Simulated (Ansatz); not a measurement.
CdS:
```yaml
crystal:
  lattice:
    - [4.12396, 0.00000, 0.00000]
    - [-2.06198, 3.57145, 0.00000]
    - [0.00000, 0.00000, 6.70929]
  atoms:
    - { symbol: Cd, position: [0.66667, 0.33333, 0.00088] }
    - { symbol: Cd, position: [0.33333, 0.66667, 0.50088] }
    - { symbol: S, position: [0.66667, 0.33333, 0.62432] }
    - { symbol: S, position: [0.33333, 0.66667, 0.12432] }
```

Relaxed with PBEsol. Special points in fractions of this cell's reciprocal vectors: Γ (0.000, 0.000, 0.000); M (0.500, 0.000, 0.000); K (0.333, 0.333, 0.000); A (0.000, 0.000, 0.500); L (0.500, 0.000, 0.500); H (0.333, 0.333, 0.500).

Task: List the band energies nearest the valence-band maximum at these points for DFT-PBEsol with spin–orbit coupling in the program Ansatz with PAW potentials.

Result: In eV from the valence-band maximum; about four levels below and three above (degenerate sets whole), none deeper than 8.9 eV; points with the same levels are listed once.

```
k                          below                above
-  -----------------------------  -------------------
Γ          -0.02 -0.02 0.00 0.00  1.08 1.08 2.66 2.66
M        -1.36 -1.36 -0.79 -0.79  3.61 3.61 3.75 3.75
K  -1.92 -1.92 -1.88 -1.71 -1.71       4.47 4.47 5.02
A        -0.40 -0.40 -0.40 -0.40  2.74 2.74 2.74 2.74
L        -1.37 -1.37 -1.37 -1.37  3.34 3.34 3.34 3.34
H        -1.17 -1.17 -1.16 -1.16  4.26 4.26 4.31 4.31
```

Space group P6_3mc (wurtzite). The PBEsol relaxation kept the symmetry of its start.

Potentials: the later of the program's two PAW sets.
